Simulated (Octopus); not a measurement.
## Li2Se (Fm-3m, No. 225): conduction levels under hydrostatic strain

Li2Se (Fm-3m, No. 225), cubic lattice constant 5.952 Å. The cell is a database entry, not relaxed again.

All numbers are Octopus results at the level LDA (grid spacing about 0.16 Å, Γ-centred 6×6×6 k-mesh, Fermi-Dirac smearing of 0.01 eV, no spin polarisation; PseudoDojo 0.4 LDA potentials), not measurements. Spin-orbit coupling is left out. The cell is scaled uniformly. Energies of the lowest empty band count from each cell's highest valence level among the special points, at Γ; they are Kohn-Sham values at fixed points of the zone.

```csv
a (Å),ln(V/V₀),Γ (eV),X (eV),L (eV)
5.684,-0.1381,3.935,2.642,5.670
5.744,-0.1069,3.784,2.680,5.526
5.803,-0.0760,?,?,?
5.863,-0.0453,3.499,2.745,5.255
5.922,-0.0150,3.365,2.773,5.125
5.952,0.0000,3.301,2.786,5.062
6.012,0.0299,3.176,2.810,4.940
```

V₀ is the volume of the database cell.

Question: Fit each column by a quadratic in ln V through the rows shown. Give the volume deformation potentials dE/d ln V at the withheld row, and predict that row.

Answer: Fits: Γ: 3.301 −4.26 x +2.4 x²; X: 2.786 +0.83 x −1.5 x²; L: 5.062 −4.15 x +1.7 x², with x = ln(V/V₀). At x = -0.0760 the slopes are −4.6 eV (Γ), +1.1 eV (X), −4.4 eV (L). Predicted against computed: 3.638 against 3.638 eV, 2.714 against 2.714 eV, 5.388 against 5.388 eV.

The lowest of these levels is that at X in all rows.
